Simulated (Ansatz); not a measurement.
BAs:
```
CELL_PARAMETERS angstrom
      3.44604     0.00000     0.00000
     -1.72302     2.98436     0.00000
      0.00000     0.00000     7.45715
ATOMIC_POSITIONS crystal
  B  0.50000 0.00000 0.50000
  B  0.00000 0.50000 0.16667
  B  0.50000 0.50000 0.83333
  As 0.50000 0.00000 0.00000
  As 0.00000 0.50000 0.66667
  As 0.50000 0.50000 0.33333
```

Relaxed with r²SCAN.

Q: Give the Bader charges and basin volumes of the independent atoms, r²SCAN (plane waves, PAW; program Ansatz).

A: 

| atom | Bader charge (e) | Bader volume (Å³) |
|---|---|---|
| B1 | +0.14 | 8.7 |
| As4 | -0.14 | 16.8 |

Space group P6_222. The start of the workflow was typed in or built on a structure type; neither database checked (COD, Materials Project) lists it. It is not the phase usual at ambient conditions (space group No. 216). The r²SCAN relaxation kept the symmetry of its start; its stability against distortions is not shown here.

Potentials: the earlier of the program's two PAW sets. The files were generated under PBE; for other functionals the program regenerates the frozen cores, and for LDA and PBEsol the local potential too.
